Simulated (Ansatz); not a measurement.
CoW:
```cif
data_CoW
_chemical_formula_sum 'Co1 W1'
_space_group_name_H-M_alt 'P 1'
_space_group_IT_number 1
_cell_length_a 3.40805
_cell_length_b 3.40805
_cell_length_c 3.40805
_cell_angle_alpha 60.000
_cell_angle_beta 60.000
_cell_angle_gamma 60.000
loop_
_space_group_symop_operation_xyz
  'x, y, z'
loop_
_atom_site_label
_atom_site_type_symbol
_atom_site_fract_x
_atom_site_fract_y
_atom_site_fract_z
_atom_site_occupancy
Co1 Co 0.00000 0.00000 0.00000 1
W1 W 0.50000 0.50000 0.50000 1
```

This is the PBEsol-relaxed structure.

Question: All from the program Ansatz at the PBEsol level (PAW), unless another level is named. Predict the highest zone-centre frequency.

Answer: 168 cm⁻¹.

Question: Give the bulk modulus (Birch–Murnaghan fit).

Answer: 256 GPa.

Question: And the elastic constants (relaxed ions, GPa)?

Answer: C11 = 402, C12 = 183, C44 = -25.3.

Space group Fm-3m (rock salt). The start of the workflow was typed in or built on a structure type; neither database checked (COD, Materials Project) lists it. Its standing as an ambient phase is unchecked. The cell was relaxed with PBEsol under the symmetry of its start. At this level the phase is mechanically unstable. The workflow began spin-polarised and lost its moments. Its formation energy is positive at this level, so the cell may be metastable or incomplete. As this level gives no gap, shear constants depend on the k-mesh and smearing (Fermi–Dirac, 0.1 eV here). As this level gives no gap, phonon frequencies hold no LO–TO term and depend on the k-mesh and smearing (Fermi–Dirac, 0.1 eV here). Spin–orbit coupling is left out wherever it is not named.

Potentials: the later of the program's two PAW sets.
